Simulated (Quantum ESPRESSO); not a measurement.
# Y2Zr3Sn2Mg: one run as intended and one with a planted mistake

A calculation, not a measurement. The program is pw.x of Quantum ESPRESSO 7.5 (plane-wave density functional theory). The cell is made up: eight metal atoms on a face-centred cubic lattice, with elements, volume, strain and displacements drawn at random and not relaxed, so it may be unstable or far from any real phase. PseudoDojo standard norm-conserving files set the functional (PBE unless stated); there is no spin polarisation or spin-orbit coupling, the Fermi-Dirac width of 0.25 eV means electrons at about 2900 K, and the masses in the input are unused placeholders. The tin pseudopotential is less sure than most, with forces differing by about three percent from a second method on plain tin. A spin test at this wide smearing found no moment, but such smearing suppresses magnetism that the real alloy may have.

Intended input:

```
&control calculation='scf', pseudo_dir='./dojo.nc.sr.pbe.v0_5.standard.upf', outdir='./o', disk_io='minimal', tprnfor=.true., tstress=.true. /
&system ibrav=0, nat=8, ntyp=4, nbnd=62, ecutwfc=84.00895049, nosym=.true., tot_charge=0,
 occupations='smearing', smearing='fd', degauss=0.0183746611
/
&electrons conv_thr=1.470e-08, electron_maxstep=70, mixing_beta=0.5 /
ATOMIC_SPECIES
Mg 1.0 Mg.upf
Sn 1.0 Sn.upf
Y 1.0 Y.upf
Zr 1.0 Zr.upf
CELL_PARAMETERS angstrom
0.0 0.0 -4.6972
4.6972 0.0 0.0
0.0 -9.3945 0.0
ATOMIC_POSITIONS angstrom
Y -0.0044 -0.0505 0.1136
Zr 0.0206 -4.7453 0.0204
Y 2.3938 -2.3181 -0.0601
Sn 2.4153 -7.0253 0.0407
Zr 0.0001 -2.3519 -2.3374
Sn -0.0661 -6.987 -2.4255
Mg 2.2647 0.029 -2.3593
Zr 2.4251 -4.6967 -2.3655
K_POINTS automatic
5 5 3 1 1 1
```

The log is shortened where brackets say so; the opening notice, blank lines, dates and the lines on written files are dropped, and the path of the files is cut. It prints rydbergs, bohrs and kilobars, and counts compression as positive stress. Its total energy is the free energy E - TS of the whole cell.

Log of the intended run:

```
     Program PWSCF v.7.5
     Parallel version (MPI & OpenMP), running on       4 processor cores
     Number of MPI processes:                 4
     Threads/MPI process:                     1
     [start-up lines left out]
     bravais-lattice index     =            0
     lattice parameter (alat)  =       8.8764  a.u.
     unit-cell volume          =    1398.7767 (a.u.)^3
     number of atoms/cell      =            8
     number of atomic types    =            4
     number of electrons       =        96.00
     number of Kohn-Sham states=           62
     kinetic-energy cutoff     =      84.0090  Ry
     charge density cutoff     =     336.0358  Ry
     scf convergence threshold =      1.5E-08
     mixing beta               =       0.5000
     number of iterations used =            8  plain     mixing
     Exchange-correlation= PBE
                           (   1   4   3   4   0   0   0)
     [axes and pseudopotential details left out]
   Cartesian axes
     site n.     atom                  positions (alat units)
         1        Y      tau(   1) = (  -0.0009367  -0.0107511   0.0241846  )
         2        Zr     tau(   2) = (   0.0043856  -1.0102401   0.0043430  )
         3        Y      tau(   3) = (   0.5096228  -0.4935068  -0.0127949  )
         4        Sn     tau(   4) = (   0.5141999  -1.4956357   0.0086647  )
         5        Zr     tau(   5) = (   0.0000213  -0.5007025  -0.4976156  )
         6        Sn     tau(   6) = (  -0.0140722  -1.4874819  -0.5163715  )
         7        Mg     tau(   7) = (   0.4821383   0.0061739  -0.5022780  )
         8        Zr     tau(   8) = (   0.5162863  -0.9998936  -0.5035979  )
     number of k points=    38  Fermi-Dirac smearing, width (Ry)=  0.0184
                       cart. coord. in units 2pi/alat
        k(    1) = (   0.1000000  -0.0833324  -0.1000000), wk =   0.0533333
        k(    2) = (   0.1000000   0.2499973  -0.1000000), wk =   0.0533333
     [further k points left out]
     Dense  grid:   145603 G-vectors     FFT dimensions: (  54,  54, 108)
     Estimated max dynamical RAM per process >     397.50 MB
     Estimated total dynamical RAM >       1.45 GB
     Initial potential from superposition of free atoms
     starting charge      95.9801, renormalised to      96.0000
     Starting wfcs are   73 randomized atomic wfcs
     total cpu time spent up to now is        5.2 secs
     per-process dynamical memory:   290.1 Mb
     Self-consistent Calculation
     iteration #  1     ecut=    84.01 Ry     beta= 0.50
     Davidson diagonalization with overlap
     ethr =  1.00E-02,  avg # of iterations =  2.6
     total cpu time spent up to now is       15.9 secs
     total energy              =    -900.24270202 Ry
     estimated scf accuracy    <       1.31045537 Ry
     iteration #  2     ecut=    84.01 Ry     beta= 0.50
     Davidson diagonalization with overlap
     ethr =  1.37E-03,  avg # of iterations =  7.1
     total cpu time spent up to now is       31.2 secs
     total energy              =    -898.96402453 Ry
     estimated scf accuracy    <      29.49990505 Ry
     [iterations 3 to 13 left out]
     iteration # 14     ecut=    84.01 Ry     beta= 0.50
     Davidson diagonalization with overlap
     ethr =  9.01E-11,  avg # of iterations =  5.1
     total cpu time spent up to now is      161.4 secs
     total energy              =    -901.06512943 Ry
     estimated scf accuracy    <       0.00000007 Ry
     iteration # 15     ecut=    84.01 Ry     beta= 0.50
     Davidson diagonalization with overlap
     ethr =  7.38E-11,  avg # of iterations =  2.0
     total cpu time spent up to now is      170.1 secs
     End of self-consistent calculation
     [lines on levels left out]
!    total energy              =    -901.06512942 Ry
     estimated scf accuracy    <          9.2E-09 Ry
     smearing contrib. (-TS)   =      -0.12974698 Ry
     internal energy E=F+TS    =    -900.93538245 Ry
     The total energy is F=E-TS. E is the sum of the following terms:
     one-electron contribution =    -294.27706750 Ry
     hartree contribution      =     183.59321048 Ry
     xc contribution           =    -195.90013133 Ry
     ewald contribution        =    -594.35139409 Ry
     convergence has been achieved in  15 iterations
     Forces acting on atoms (cartesian axes, Ry/au):
     atom    1 type  3   force =    -0.00064564    0.06731441   -0.02401494
     atom    2 type  4   force =     0.00844381   -0.00582112   -0.00997132
     atom    3 type  3   force =    -0.01018002   -0.02931435    0.01185837
     atom    4 type  2   force =    -0.01296394    0.00933588   -0.00930570
     atom    5 type  4   force =     0.00451852   -0.04096670   -0.00184403
     atom    6 type  2   force =     0.01279250    0.00380581    0.01727751
     atom    7 type  1   force =     0.00952715    0.00143461    0.01035068
     atom    8 type  4   force =    -0.01149238   -0.00578854    0.00564943
     Total force =     0.096616     Total SCF correction =     0.000204
     Computing stress (Cartesian axis) and pressure
          total   stress  (Ry/bohr**3)                   (kbar)     P=      -12.12
  -0.00007017   0.00000637   0.00000772          -10.32        0.94        1.14
   0.00000637  -0.00006673  -0.00000465            0.94       -9.82       -0.68
   0.00000772  -0.00000465  -0.00011031            1.14       -0.68      -16.23
     init_run     :      4.61s CPU      4.85s WALL (       1 calls)
     electrons    :    161.41s CPU    164.99s WALL (       1 calls)
     forces       :      1.54s CPU      1.55s WALL (       1 calls)
     stress       :      5.24s CPU      5.36s WALL (       1 calls)
     [timing details left out]
     PWSCF        :   2m53.14s CPU   2m57.13s WALL
     JOB DONE.
```

A second run has one planted mistake: two atoms have their elements exchanged. The input lines that differ:

```
- Y 2.3938 -2.3181 -0.0601
+ Mg 2.3938 -2.3181 -0.0601
- Mg 2.2647 0.029 -2.3593
+ Y 2.2647 0.029 -2.3593
```

Its log:

```
     Program PWSCF v.7.5
     Parallel version (MPI & OpenMP), running on       4 processor cores
     Number of MPI processes:                 4
     Threads/MPI process:                     1
     [start-up lines left out]
     bravais-lattice index     =            0
     lattice parameter (alat)  =       8.8764  a.u.
     unit-cell volume          =    1398.7767 (a.u.)^3
     number of atoms/cell      =            8
     number of atomic types    =            4
     number of electrons       =        96.00
     number of Kohn-Sham states=           62
     kinetic-energy cutoff     =      84.0090  Ry
     charge density cutoff     =     336.0358  Ry
     scf convergence threshold =      1.5E-08
     mixing beta               =       0.5000
     number of iterations used =            8  plain     mixing
     Exchange-correlation= PBE
                           (   1   4   3   4   0   0   0)
     [axes and pseudopotential details left out]
   Cartesian axes
     site n.     atom                  positions (alat units)
         1        Y      tau(   1) = (  -0.0009367  -0.0107511   0.0241846  )
         2        Zr     tau(   2) = (   0.0043856  -1.0102401   0.0043430  )
         3        Mg     tau(   3) = (   0.5096228  -0.4935068  -0.0127949  )
         4        Sn     tau(   4) = (   0.5141999  -1.4956357   0.0086647  )
         5        Zr     tau(   5) = (   0.0000213  -0.5007025  -0.4976156  )
         6        Sn     tau(   6) = (  -0.0140722  -1.4874819  -0.5163715  )
         7        Y      tau(   7) = (   0.4821383   0.0061739  -0.5022780  )
         8        Zr     tau(   8) = (   0.5162863  -0.9998936  -0.5035979  )
     number of k points=    38  Fermi-Dirac smearing, width (Ry)=  0.0184
                       cart. coord. in units 2pi/alat
        k(    1) = (   0.1000000  -0.0833324  -0.1000000), wk =   0.0533333
        k(    2) = (   0.1000000   0.2499973  -0.1000000), wk =   0.0533333
     [further k points left out]
     Dense  grid:   145603 G-vectors     FFT dimensions: (  54,  54, 108)
     Estimated max dynamical RAM per process >     397.50 MB
     Estimated total dynamical RAM >       1.45 GB
     Initial potential from superposition of free atoms
     starting charge      95.9801, renormalised to      96.0000
     Starting wfcs are   73 randomized atomic wfcs
     total cpu time spent up to now is        5.0 secs
     per-process dynamical memory:   300.6 Mb
     Self-consistent Calculation
     iteration #  1     ecut=    84.01 Ry     beta= 0.50
     Davidson diagonalization with overlap
     ethr =  1.00E-02,  avg # of iterations =  2.6
     Threshold (ethr) on eigenvalues was too large:
     Diagonalizing with lowered threshold
     Davidson diagonalization with overlap
     ethr =  4.87E-04,  avg # of iterations =  4.1
     total cpu time spent up to now is       25.0 secs
     total energy              =    -900.80417259 Ry
     estimated scf accuracy    <       0.52544719 Ry
     iteration #  2     ecut=    84.01 Ry     beta= 0.50
     Davidson diagonalization with overlap
     ethr =  5.47E-04,  avg # of iterations =  8.6
     total cpu time spent up to now is       39.8 secs
     total energy              =    -900.14382431 Ry
     estimated scf accuracy    <      14.74812933 Ry
     [iterations 3 to 13 left out]
     iteration # 14     ecut=    84.01 Ry     beta= 0.50
     Davidson diagonalization with overlap
     ethr =  6.66E-11,  avg # of iterations =  4.2
     total cpu time spent up to now is      168.3 secs
     total energy              =    -901.09181179 Ry
     estimated scf accuracy    <       0.00000004 Ry
     iteration # 15     ecut=    84.01 Ry     beta= 0.50
     Davidson diagonalization with overlap
     ethr =  4.68E-11,  avg # of iterations =  1.1
     total cpu time spent up to now is      176.4 secs
     End of self-consistent calculation
     [lines on levels left out]
!    total energy              =    -901.09181179 Ry
     estimated scf accuracy    <          2.9E-09 Ry
     smearing contrib. (-TS)   =      -0.12692745 Ry
     internal energy E=F+TS    =    -900.96488434 Ry
     The total energy is F=E-TS. E is the sum of the following terms:
     one-electron contribution =    -295.28191708 Ry
     hartree contribution      =     184.07975897 Ry
     xc contribution           =    -195.88460915 Ry
     ewald contribution        =    -593.87811707 Ry
     convergence has been achieved in  15 iterations
     Forces acting on atoms (cartesian axes, Ry/au):
     atom    1 type  3   force =    -0.00621428    0.02356255   -0.03028802
     atom    2 type  4   force =     0.00693802    0.01090012   -0.00902251
     atom    3 type  1   force =    -0.00570905   -0.02797675    0.00919462
     atom    4 type  2   force =    -0.01311606    0.01953422   -0.01211940
     atom    5 type  4   force =    -0.00007671   -0.04777262    0.00084534
     atom    6 type  2   force =     0.01212332    0.01258750    0.01686750
     atom    7 type  3   force =     0.01623930    0.01199661    0.01895714
     atom    8 type  4   force =    -0.01018454   -0.00283162    0.00556534
     Total force =     0.084513     Total SCF correction =     0.000054
     Computing stress (Cartesian axis) and pressure
          total   stress  (Ry/bohr**3)                   (kbar)     P=      -24.60
  -0.00014271   0.00001651   0.00000762          -20.99        2.43        1.12
   0.00001651  -0.00022425  -0.00001439            2.43      -32.99       -2.12
   0.00000762  -0.00001439  -0.00013465            1.12       -2.12      -19.81
     init_run     :      4.64s CPU      4.88s WALL (       1 calls)
     electrons    :    168.72s CPU    171.42s WALL (       1 calls)
     forces       :      1.56s CPU      1.59s WALL (       1 calls)
     stress       :      5.14s CPU      5.28s WALL (       1 calls)
     [timing details left out]
     PWSCF        :   3m 0.19s CPU   3m 3.36s WALL
     JOB DONE.
```

|  | intended run | run with the mistake |
| --- | --- | --- |
| free energy (eV) | -12259.616 | -12259.979 |
| entropy term -TS, part of it (eV) | -1.765 | -1.727 |
| pressure (GPa) | -1.21 | -2.46 |
| size of the largest force component (eV/Å) | 1.731 | 1.228 |
| largest change of a force component (eV/Å) |  | 1.125 |
| iterations | 15 | 15 |

For scale, a rerun of the intended cell at a higher cutoff and on a denser mesh moved values by no more than 0.015 eV in energy, 0.07 GPa in stress and 0.010 eV/Å in force, and a second program with other atomic files agreed on that cell to 2 % rms in force and 0.5 GPa in pressure.